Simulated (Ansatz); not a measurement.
A geometry of ZnInGaO₄ away from equilibrium: the start of the relaxation of a randomly generated symmetric cell of ZnInGaO4 (space group No. 6). These are PBE (plane waves to 420 eV, PAW, scalar-relativistic; Ansatz, a quantum-chemistry and plane-wave program) values and carry that method's errors. Γ-centred k-mesh 6×6×4 on the run's cell (coarser than for final values), Fermi–Dirac smearing 0.05 eV.

```xyz
7
Lattice="3.8538 0.0000 0.0000 0.0000 3.8133 0.0000 -1.5722 0.0000 6.4674" Properties=species:S:1:pos:R:3 pbc="T T T"
Ga     0.0800     1.9067     4.5057
In     1.1560     0.0000     3.5574
O      1.2721     0.0000     6.1665
O      1.8832     1.3764     4.3788
O      1.8832     2.4370     4.3788
O      1.8351     0.0000     0.8151
Zn     2.9062     1.9067     2.4090
```

Task: Predict the force on each atom, in eV/Å.

Result: 
| atom | Fx | Fy | Fz |
|---|---|---|---|
| Ga1 | -5.66 | 0.00 | 5.19 |
| In2 | -7.02 | 0.00 | -12.42 |
| O3 | -3.21 | 0.00 | 2.83 |
| O4 | 6.43 | -26.13 | 5.08 |
| O5 | 6.43 | 26.13 | 5.08 |
| O6 | 2.51 | 0.00 | -1.00 |
| Zn7 | 0.50 | 0.00 | -4.75 |

Task: What is the pressure?

Result: +68.1 GPa, compression positive.

Task: How much energy per atom can still be gained by relaxing?

Result: 2.69 eV/atom; the path ends in Pm (No. 6).

The relaxed cell holds bonded O–O pairs (1.47 Å). No spin polarisation in the result.

The run could not lose the symmetry of its start, so the end can be a saddle point.

The end of the path is a generated cell of ZnInGaO4: the first start was made by a random draw of sites in a space group, and the end was not matched to a known phase here, so it may be hypothetical. Known forms of ZnInGaO4 include space group No. 160.
